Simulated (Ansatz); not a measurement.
Sn: energy along a strain

Sn, Im-3m, a = 3.783 Å (as given, not relaxed at this level: -0.3 GPa). This isn't the element's structure at ambient conditions. Ansatz: r2SCAN, PAW, 500 eV, Γ-centred 22×22×22 mesh on 1 atom, Gaussian smearing 0.15 eV; no spin polarisation. Cell vectors (Å): -1.891 1.891 1.891; 1.891 -1.891 1.891; 1.891 1.891 -1.891. The cell is strained by x per cent times the pattern (1 1 0 0 0 0) in the order xx yy zz yz xz xy (engineering shears), with fractional coordinates held. y is the free energy over the start, V0 = 27.060 Å³/atom.

```
x (%) y (meV/atom)
-4.00             ?
-3.00         13.75
-2.00          5.17
-1.00          0.72
 0.00          0.00
 1.00          2.65
 2.00          8.19
 3.00         16.15
 4.00         26.25
```

Q: Fit y = c1 x + c2 x² + c3 x³ to the other rows, get the stiffness along the pattern, and predict the missing energy.

A: Least squares on the rows shown. y = 1.0344 x + 1.6631 x² − 0.070308 x³. The clamped-ion stiffness p·C·p = 2 × 16.63 eV × 160.2 / 27.060 Å³ = 197 GPa (second derivative at the start, which stands under stress). At x = -4.00 the fit asked for gives 26.97 meV/atom. The run gave 27.00 meV/atom, so the fit is 0.03 meV/atom too low, within twice the rms miss on the fitted rows (0.02 meV/atom).

Cost: 9 runs of about 7.8 core-minutes in all, on Intel Xeon Processor @ 2.50GHz (Skylake/Cascade Lake) (shared hosts).